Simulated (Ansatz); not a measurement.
Relaxing an invented SiTe structure

Computed with Ansatz, DFT PBE, scalar-relativistic, plane waves, PAW. Cutoff 420 eV, Gaussian smearing, Γ-centred meshes. Cell and atoms relax first on a coarse mesh and then on a converged one. In between, the cell is made exact in the group found at 0.06 Å. The steps can't lower the symmetry of their start. No spin polarisation.

The cell of SiTe is invented: 4-, 6-connected net, elements by coordination (P-3m1, No. 164). Lengths were set from tabulated atomic sizes, so they are only a guess.

```
CELL_PARAMETERS angstrom
3.70904 0.00000 0.00000
-1.85452 3.21212 0.00000
0.00000 0.00000 6.18009
ATOMIC_POSITIONS crystal
Si 0.00000 0.00000 0.80256
Si 0.00000 0.00000 0.19744
Te 0.33333 0.66667 0.61461
Te 0.66667 0.33333 0.38539
```

Energies over the elements count from the elements' standard structures at the same level, with no fitted energy shifts.

Q: Describe the relaxed structure.

A: The symmetry stays P-3m1 (No. 164). The volume per atom grows by 112.1 %, from 18.4 to 39.0 Å³. The shortest distance goes from 2.44 Å (Si–Te) to 2.69 Å (Si–Te). The ratio c/a of the conventional cell changes by a factor of 1.92. The energy falls by about 1.7 eV/atom (the start's value is from the coarse mesh). Conventional cell: a = 3.837 Å, c = 12.249 Å. Around Si lie 3 Te at 2.69 Å; Te is surrounded by 3 Si at 2.69 Å.

```yaml
crystal:
  lattice:
    - [3.83716, 0.00000, 0.00000]
    - [-1.91858, 3.32308, 0.00000]
    - [0.00000, 0.00000, 12.24934]
  atoms:
    - { symbol: Si, position: [0.00000, 0.00000, 0.81440] }
    - { symbol: Si, position: [0.00000, 0.00000, 0.18560] }
    - { symbol: Te, position: [0.33333, 0.66667, 0.68978] }
    - { symbol: Te, position: [0.66667, 0.33333, 0.31022] }
```

Q: How does it come out in energy, and is it a metal?

A:

| Item | Value |
| --- | --- |
| Formation energy | +0.283 eV/atom |
| Gap on the 12×12×4 mesh of the 4-atom cell | 1.14 eV |

The separate elements lie lower, so it is unstable against them.

The last run used Gaussian smearing of 0.02 eV. Weakly bound directions are ill-defined at this level, which has no dispersion term. These runs have no spin–orbit coupling, which can matter for Te. Kohn–Sham gaps at this level usually fall short of measured ones. The missing spin–orbit coupling can work the other way here. The reference form of Te is held partly by dispersion forces, which this level lacks. A later test with randomly moved atoms ended 2 meV/atom lower on a coarse mesh, in P-1 at a loose tolerance, which is no clear verdict on its stability. In all, the 4 runs took 8 min on 1 thread of Arm Neoverse N1, on a shared host.
